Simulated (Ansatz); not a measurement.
Crystal: AlRu, CsCl type, 2 atoms in the cell.

The calculation used HSE06, plane waves, PAW datasets (generated soft set 1) (Ansatz).

Cutoff 420 eV; exchange singularity: Wigner-Seitz; k-mesh 4×4×4 Γ-centred; Fermi–Dirac smearing of 0.1 eV; no spin polarisation.

```
V (Å³/atom)   a (Å)  E − E(min) (meV/atom)  P (GPa)
     12.420  2.9178                  15.97    10.62
     12.825  2.9491                   0.00     2.33
     13.230  2.9799                   3.13    -4.70
     13.635  3.0100                  22.83   -10.68
     14.040  3.0395                  56.39   -15.72
```

Fit a third-order Birch–Murnaghan equation of state to the energies.

V₀ = 12.952 Å³/atom (a₀ = 2.959 Å), B₀ = 231 GPa, B₀′ = 4.10.

The stress includes the program's correction for the finite plane-wave basis.

The k-mesh is coarse, so these values belong to this mesh and can lie far from the converged ones.
